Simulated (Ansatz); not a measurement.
Level of theory: DFT PBE, scalar-relativistic, plane waves, PAW in Ansatz 0.2.0. All cells share a 420 eV cutoff and Γ-centred k meshes spaced at most about 0.3 Å⁻¹ (about 0.25 or finer for metals, 2π included). No spin polarisation in the final relaxations.

These are static total energies at zero pressure. All come from trial cells, and lower structures may exist.

Task: Which of these relaxed structures of Be3As2 is the lowest in energy?
A.

```
CELL_PARAMETERS angstrom
3.09290 -1.97366 0.00000
3.09290 1.97366 0.00000
-1.24991 0.00000 5.89598
ATOMIC_POSITIONS crystal
Be 0.68703 0.59964 0.37637
Be 0.76457 0.23543 0.00000
Be 0.40036 0.31297 0.62363
As 0.34316 0.19496 0.23569
As 0.80504 0.65684 0.76431
```

B.

```
CELL_PARAMETERS angstrom
3.62806 0.00000 0.00000
-1.81403 3.14199 0.00000
0.00000 0.00000 6.01499
ATOMIC_POSITIONS crystal
Be 0.66667 0.33333 0.89154
Be 0.00000 0.00000 0.50000
Be 0.33333 0.66667 0.10846
As 0.33333 0.66667 0.73215
As 0.66667 0.33333 0.26785
```

Result: A. It has space group C2 (No. 5); the next, B, with the anti-La2O3 (A sesquioxide) type, space group P-3m1 (No. 164), lies 122 meV/atom higher. Counting As atoms around Be (those within 1.25 times the shortest such distance or 1.15 times the sum of covalent radii; a slash parts the counts of unlike sites), the lowest has Be 4 and the next has Be 4/6.

Cells relaxed within their symmetry can be saddle points. The C2 cell of Be3As2 came from shaking the P-3m1 one. Some candidate types were left out of the draw beforehand, so a known form may be missing.
